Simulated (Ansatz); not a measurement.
GaAs:
```cif
data_As4Ga4
_chemical_formula_sum 'As4 Ga4'
_space_group_name_H-M_alt 'F-43m'
_space_group_IT_number 216
_space_group_name_Hall 'F -4 2 3'
_cell_length_a 5.66649
_cell_length_b 5.66649
_cell_length_c 5.66649
_cell_angle_alpha 90.000
_cell_angle_beta 90.000
_cell_angle_gamma 90.000
loop_
_atom_site_label
_atom_site_type_symbol
_atom_site_symmetry_multiplicity
_atom_site_Wyckoff_symbol
_atom_site_fract_x
_atom_site_fract_y
_atom_site_fract_z
_atom_site_occupancy
As1 As 4 c 0.25000 0.25000 0.25000 1
Ga1 Ga 4 a 0.00000 0.00000 0.00000 1
```
(The calculation used a cell of 2 atoms; values per cell refer to that cell.)

Relaxed with r²SCAN. The program Ansatz at the r²SCAN level (PAW) gives a gap of 0.96 eV.

### Question
What gap does HSE06 give on the same cell (Ansatz, PAW)?

### Answer
1.36 eV, 0.40 eV more. The hybrid was solved on a coarser mesh and at special points; its gap is the smallest among all of these.

| k | v1 r²SCAN | c1 r²SCAN | v1 HSE06 | c1 HSE06 |
|---|---|---|---|---|
| Γ | 0.00 | 0.96 | 0.00 | 1.36 |
| X | -2.75 | 1.78 | … | … |
| L | -1.17 | 1.35 | … | … |
| W | -3.40 | 5.00 | … | … |
| K | -2.32 | 2.28 | … | … |

### Question
Top valence (v1) and lowest conduction level (c1) in eV from each method's valence maximum (which need not be a listed point): supply the withheld HSE06 values.

### Answer

- L, v1 HSE06: -1.22
- L, c1 HSE06: 1.74
- X, v1 HSE06: -2.89
- X, c1 HSE06: 2.07
- K, v1 HSE06: -2.43
- K, c1 HSE06: 2.63
- W, v1 HSE06: -3.57
- W, c1 HSE06: 5.45

Cost on shared cores: the r²SCAN run (SCF on a 9×9×9 mesh, then bands and DOS) around 28 core-seconds (rough), the HSE06 run (SCF on 6×6×6, then a few points) about 2.3 core-minutes (a rough figure); the tasks are unlike.

The cell was relaxed with r²SCAN under the symmetry of its start. Scalar-relativistic: spin–orbit coupling is off unless named, which matters more the heavier the elements.

Potentials: the later of the program's two PAW sets.
